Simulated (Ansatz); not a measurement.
Several inputs for WS2 with nitrogen replacing W

Cell: a supercell of WS2 (space group P6_3/mmc) built from a structure deposited in the COD (the entry's cell lengths or inner coordinates differ somewhat from later room-temperature determinations), with all atoms left at the host's positions.

Space group P-6m2 (No. 187); a = 9.5400, c = 12.5000 Å, γ = 120.00°.

```csv
site,Wyckoff,site symmetry,x,y,z
N,1a,-6m2,0.0000,0.0000,0.0000
W2,6l,m..,0.0000,0.3333,0.0000
W6,1c,-6m2,0.3333,0.6667,0.0000
W8,1e,-6m2,0.6667,0.3333,0.0000
W10,3k,mm2,0.1111,0.8889,0.5000
W12,3k,mm2,0.1111,0.5556,0.5000
W14,3k,mm2,0.4444,0.2222,0.5000
S19,2g,3m.,0.0000,0.0000,0.3750
S20,12o,1,0.0000,0.3333,0.3750
S24,2h,3m.,0.3333,0.6667,0.3750
S26,2i,3m.,0.6667,0.3333,0.3750
S28,6n,.m.,0.1111,0.8889,0.8750
S30,6n,.m.,0.1111,0.5556,0.8750
S32,6n,.m.,0.4444,0.2222,0.8750
```

One atom of each set is listed.

Reference run. All values are calculated (Ansatz; DFT, PBE, plane waves and PAW, scalar-relativistic, 420 eV cutoff, Γ-centred 3×3×2 k-points, Fermi–Dirac smearing 0.01 eV, cell charge +1), not measured.

It gives V_zz (10²¹ V/m²) N 0.51 (η 0.00), W2 -22.2 (η 0.54), S28 6.31 (η 0.63), among others. Each of these runs changes the input as listed (caps on SCF iterations aside):

A. basis.ecutwfc: not typed → 51.4 Ry
B. basis.ecutrho_ratio: not typed → 2

Q: Which of these changes matter for the gradients?

A: 

```tsv
run	N V_zz (η)	W2 V_zz (η)	S28 V_zz (η)	largest change of a gradient tensor, all atoms	note
A	0.51 (0.00)	-22.2 (0.54)	6.30 (0.63)	0.01	converged
B	0.48 (0.00)	-22.2 (0.54)	6.31 (0.63)	0.03	converged; cutoff below the recommended one
```

Run B moves them most, on N (V_zz from 0.51 to 0.48). Run B holds a density cutoff far too low, which doesn't reach the result here.

On the reference run: The run isn't spin-polarised, and a state with spin may lie lower. The defect repeats with the cell of 54 atoms, so it feels its images: sites between two images don't show the values beside a lone defect, and zeros or small values of η there can come from the images' arrangement. S and W carry a gradient in the pure host already, so the values there aren't the defect's effect alone. A uniform background compensates the cell's charge. The defect cell has no gap above 0.1 eV on its mesh, so the values can hang on the smearing and the k-mesh. Without spin–orbit coupling the gradients at and beside W can be off by some per cent, at some sites by more. The neighbours have not yet relaxed around the defect (largest force 0.84 eV/Å), so a real crystal will differ.
